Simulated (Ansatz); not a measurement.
## RbLuO2: all-electron results

```xyz
4
Lattice="1.7000 0.9815 6.3833 -1.7000 0.9815 6.3833 0.0000 -1.9630 6.3833" Properties=species:S:1:pos:R:3 pbc="T T T"
Rb    0.0000    0.0000    0.0000
Lu    0.0000    0.0000    9.5750
O     0.0000    0.0000    4.2704
O     0.0000    0.0000   14.8795
```

Atom numbers follow the list: Rb1, Lu2, O3, O4.

The cell is COD entry 1528053, as deposited and not checked against the literature; nothing was relaxed.

No spin–orbit coupling, which matters for the heavy atoms here.

Methods: DFT, PBEsol, all-electron LAPW, scalar-relativistic (Ansatz 0.2.0); DFT, PBEsol, PAW with Ansatz's default frozen-core files, scalar-relativistic (Ansatz 0.2.0).

For LAPW: a Γ-centred 10×10×10 k mesh, Fermi–Dirac smearing of 0.03 eV, basis error target 1 meV/atom, no spin polarisation. PAW takes a cutoff of 420 eV at this cell (files made with PBE, cores remade for this functional). The Ansatz runs share mesh, smearing and spin set-up. Values come from LAPW unless marked.

```
Löwdin charges (with 0.18 e of the cell spilling out of the atomic basis, so their sizes and signs hang on that basis) : Rb1 0.88, Lu2 0.85, O3 -0.77 e
Band gap                                                                                                               : 3.15 eV, indirect from Γ to F (0.5, 0, 0.5)
Stress xx, yy, zz (compression positive)                                                                               : 0.40, 0.40, 2.16 GPa
Pressure at this cell                                                                                                  : 0.99 GPa
Bader charges (from the PAW run)                                                                                       : Rb1 +0.77, Lu2 +2.05, O3 -1.41 e
Volume per atom                                                                                                        : 15.98 Å³
```

**Question.** Predict this quantity. Largest force.

**Answer.** 0.01024 Ha/bohr on O3.

**Question.** Predict this quantity. Smallest direct gap on the path.

**Answer.** 3.27 eV.
